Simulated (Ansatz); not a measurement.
A structure of SnS relaxed with PBEsol (plane waves to 420 eV, PAW, scalar-relativistic; Ansatz, a program for electronic structure); single points at other levels follow on the same geometry (Ansatz, PAW; PBEsol+SOC at 420 eV on a 3×8×8 k-mesh; spin-orbit coupling only where +SOC is written). Space group Pnma (No. 62).

```yaml
crystal:
  lattice:
    - [11.09991, 0.00000, 0.00000]
    - [0.00000, 3.98445, 0.00000]
    - [0.00000, 0.00000, 4.23653]
  atoms:
    - { symbol: Sn, position: [0.11859, 0.25000, 0.11050] }
    - { symbol: Sn, position: [0.38141, 0.75000, 0.61050] }
    - { symbol: Sn, position: [0.88141, 0.75000, 0.88950] }
    - { symbol: Sn, position: [0.61859, 0.25000, 0.38950] }
    - { symbol: S, position: [0.85325, 0.25000, 0.47542] }
    - { symbol: S, position: [0.64675, 0.75000, 0.97542] }
    - { symbol: S, position: [0.14675, 0.75000, 0.52458] }
    - { symbol: S, position: [0.35325, 0.25000, 0.02458] }
```

```tsv
level	gap (eV)	kind	conduction minimum
PBEsol	0.62	indirect	33 % of the way from Y to Γ
PBEsol+SOC	…	…	…
```

Question: What belongs in the gaps?

Answer: 
- PBEsol+SOC, gap (eV): 0.60
- PBEsol+SOC, kind: indirect
- PBEsol+SOC, conduction minimum: 33 % of the way from Y to Γ

The shift from spin-orbit coupling is approximate. No spin polarisation in the result.

The run could not lose the symmetry of its start.

It was reached from a disturbed copy of a Pnma (No. 62) cell (AFLOW prototype AB_oP8_62_c_c (B29, as in SnS)), against which it lies under 1 meV/atom.
